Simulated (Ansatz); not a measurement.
# ScIn₃, one cell by several methods

```
Sc In
1.0
     4.46000   -0.04460   -0.04460
    -0.04460    4.46000   -0.04460
    -0.04460   -0.04460    4.46000
Sc In
1 3
Cartesian
  0.0000 0.0000 0.0000
  -0.0446 2.2077 2.2077
  2.2077 -0.0446 2.2077
  2.2077 2.2077 -0.0446
```

Atoms are numbered in the order listed.

The cell is COD entry 1539387, as deposited and not checked against the literature; nothing was relaxed. The listed cell was then made from it by scaling, straining or moving an atom.

Spin–orbit coupling is left out, though it moves levels of the heavy atoms by tenths of an eV or more.

Methods: DFT, PBEsol, PAW with Ansatz's default frozen-core files, scalar-relativistic (Ansatz 0.2.0); DFT, PBEsol, all-electron PAW with datasets made for the crystal, scalar-relativistic (Ansatz 0.2.0); DFT, PBEsol, all-electron LAPW, scalar-relativistic (Ansatz 0.2.0).

For PAW: a Γ-centred 8×8×8 k mesh, Fermi–Dirac smearing of 0.08 eV, cutoff 420 eV, no spin polarisation; the PAW files were made with PBE, and the program remakes their frozen cores for this functional. The crystal-made all-electron datasets (AE datasets) take a cutoff of 260 eV at this cell. LAPW targets a basis error of 1 meV/atom. The Ansatz runs share mesh, smearing and spin set-up. Plane-wave (PAW) pressures include the program's estimate of the Pulay term.

Stress and pressure are positive in compression.

The change that made this cell: equal xy, yz and zx engineering shear strains of -2 %.

No spin–orbit coupling: at heavy atoms the gradients can be off by tens of per cent for that reason.

In a metal, gradients converge slowly with the k mesh: the values move by tens of per cent from one mesh to another, at times in sign, so only the comparison on one mesh counts.

| quantity | PAW | AE datasets | LAPW |
| --- | --- | --- | --- |
| pressure (GPa) | -0.22 | -0.21 | -0.21 |
| stress yz (GPa) | 0.59 | 0.59 | 0.59 |
| stress xz (GPa) | 0.59 | 0.59 | 0.59 |
| stress xy (GPa) | 0.59 | 0.59 | 0.59 |
| largest principal field gradient Vzz at Sc1 (10²¹ V/m²) | -0.71 | -0.73 | – |
| largest principal field gradient Vzz at In2 (10²¹ V/m²) | 10.11 | 10.17 | – |
